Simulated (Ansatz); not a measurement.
The calculation used DFT PBE, scalar-relativistic, plane waves, PAW (Ansatz 0.2.0). All cells share a 420 eV cutoff and Γ-centred k meshes spaced at most about 0.3 Å⁻¹ (about 0.25 or finer for metals, 2π included). No spin polarisation in the final relaxations.

All energies are static (0 K, no zero-point motion). All come from trial cells, and lower structures may exist.

Question: Order these relaxed structures of La2HfO2 by energy, lowest first, with the energy over the lowest of them.
A.

Space group I4/mmm (No. 139). a = 5.187 Å, b = 5.187 Å, c = 9.088 Å, α = 90.00°, β = 90.00°, γ = 90.00°
| atom | site | symmetry | x | y | z |
| --- | --- | --- | --- | --- | --- |
| La | 4d | -4m2 | 0.0000 | 0.5000 | 0.2500 |
| Hf | 2a | 4/mmm | 0.0000 | 0.0000 | 0.0000 |
| O | 4e | 4mm | 0.5000 | 0.5000 | 0.2793 |

B.

Space group P-6m2 (No. 187). a = 3.972 Å, b = 3.972 Å, c = 9.209 Å, α = 90.00°, β = 90.00°, γ = 120.00°
```
atom  site  symmetry       x       y       z
  La    2i       3m. 0.6667  0.3333  0.7032
  Hf    1a      -6m2  0.0000  0.0000  0.0000
   O    2g       3m. 0.0000  0.0000  0.7764
```

C.

Space group P-3m1 (No. 164). a = 3.978 Å, b = 3.978 Å, c = 9.157 Å, α = 90.00°, β = 90.00°, γ = 120.00°
```tsv
atom	site	symmetry	x	y	z
La	2d	3m.	0.3333	0.6667	0.2979
Hf	1a	-3m.	0.0000	0.0000	0.0000
O	2c	3m.	0.0000	0.0000	0.2248
```

D.

Space group Cmmm (No. 65). a = 3.574 Å, b = 17.776 Å, c = 3.601 Å, α = 90.00°, β = 90.00°, γ = 90.00°
```tsv
atom	site	symmetry	x	y	z
La	4i	m2m	0.0000	0.6283	0.0000
Hf	2d	mmm	0.0000	0.0000	0.5000
O	4j	m2m	0.0000	0.8804	0.5000
```

Answer: D (0 meV/atom), C (49 meV/atom), B (64 meV/atom), A (216 meV/atom). Forms: D Cmmm; C P-3m1; B P-6m2; A I4/mmm. Counting O atoms around Hf and La (those within 1.25 times the shortest such distance or 1.15 times the sum of covalent radii): D has La 4, Hf 2; C has La 3, Hf 2; B has La 3, Hf 2; A has La 4, Hf 2.

Spin–orbit coupling, which can matter for Hf, is left out. Cells relaxed within their symmetry can be saddle points. Some types were kept out of the candidates beforehand, so the set may lack a known form.
